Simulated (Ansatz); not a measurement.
Values for one crystal, relaxed and computed with PBEsol in the plane-wave PAW code Ansatz; other levels are named.

| Quantity | Value |
|---|---|
| Volume per atom | 37.95 Å³ |
| Electronic character | metallic (no gap) |
| Pressure derivative B′ | 4.8 |
| Young's modulus | 37.3 GPa |
| Formation energy from the elements (no fitted shifts) | 0.053 eV/atom |
| Elastic constants (relaxed ions, GPa) | C11 = 48.0, C12 = 29.5, C44 = 18.6 |
| Highest zone-centre frequency | 141 cm⁻¹ |

Problem. Which of these materials gives this?
A. Mg2Sn, P-62m (Mg on 3g, Mg on 1a, Sn on 2c)
B. InBi, zinc blende
C. YIn, CsCl type
D. MgRh, CsCl type

Solution. B, InBi, zinc blende

Space group F-43m (zinc blende). The first step of the workflow began from a Materials Project structure, measured or hypothetical; the Crystallography Open Database copy checked does not list it. COD files the formula under space group No. 129, so this cell is another polymorph or a model. With In and Bi taken as one species the cell has the higher symmetry Fd-3m, so it may be an ordered model of a mixed-site phase. Its standing as an ambient phase is unchecked. The cell was relaxed with PBEsol under the symmetry of its start; of distortions, only those at the zone centre were tested. As this level gives no gap, shear constants depend on the k-mesh and smearing (Fermi–Dirac, 0.1 eV here). As this level gives no gap, phonon frequencies hold no LO–TO term and depend on the k-mesh and smearing (Fermi–Dirac, 0.1 eV here). The references are the lowest solids computed at this level, not always the standard phases. Scalar-relativistic: spin–orbit coupling is off unless named, which matters more the heavier the elements.

Potentials: the later of the program's two PAW sets.
